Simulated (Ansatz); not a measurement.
Relaxed-ion elastic tensor of FeBiO₃ (cubic perovskite, space group No. 221) in GPa (Voigt order), PBEsol (plane waves, PAW; program Ansatz); density 9.51 g/cm³, 10.92 Å³ per atom.

```
 265   144   144   0.0   0.0   0.0
 144   265   144   0.0   0.0   0.0
 144   144   265   0.0   0.0   0.0
 0.0   0.0   0.0  64.1   0.0   0.0
 0.0   0.0   0.0   0.0  64.1   0.0
 0.0   0.0   0.0   0.0   0.0  64.1
```

Problem. Is the crystal mechanically stable?

Solution. Yes: the smallest eigenvalue of C is 64.1 GPa.

Problem. Work out the Voigt, Reuss and Hill averages.

Solution. K_V = 184, K_R = 184, K_H = 184; G_V = 62.8, G_R = 62.7, G_H = 62.8 GPa.

Problem. Give Young's modulus, Poisson's ratio, Pugh's ratio and the universal anisotropy index.

Solution. E = 9KG/(3K + G) = 169 GPa; ν = 0.35; K/G = 2.94 (ductile by the Pugh limit of 1.75); A_U = 5G_V/G_R + K_V/K_R − 6 = 0.00.

Problem. Estimate the sound speeds and the Debye temperature.

Solution. v_l = √((K + 4G/3)/ρ) = 5310 m/s, v_t = √(G/ρ) = 2570 m/s, mean 2890 m/s; Θ = (h/k)(3n/4πV)^(1/3) v_m = 387 K.

Problem. Give the Zener ratio and Young's modulus along [100], [110] and [111].

Solution. A = 2C44/(C11 − C12) = 1.06; 1/E = S11 − 2(S11 − S12 − S44/2)Γ with Γ = 0, 1/4, 1/3 gives 164, 170, 172 GPa.

Space group Pm-3m (cubic perovskite). The start of the workflow was typed in or built on a structure type; neither database checked (COD, Materials Project) lists it. It is not the phase usual at ambient conditions (space group No. 161). Symmetry was held in the PBEsol relaxation; whether a distortion lowers the energy is not shown. Magnetic state: ferromagnetic, chosen from 4 collinear starts compared on coarse meshes (ties went to the first, and starts can fall back to one state), not a proven ground state. No Hubbard U is applied. The compound may be a true metal, but semilocal functionals without U, or a wrong spin order, can also close a gap. As this level gives no gap, shear constants depend on the k-mesh and smearing (Fermi–Dirac, 0.1 eV here). On the denser mesh and wider smearing of the elastic run this cell carries a stress of 0.6 GPa. Spin–orbit coupling is left out wherever it is not named.

Potentials: the earlier of the program's two PAW sets. The files were generated under PBE; for other functionals the program regenerates the frozen cores, and for LDA and PBEsol the local potential too.
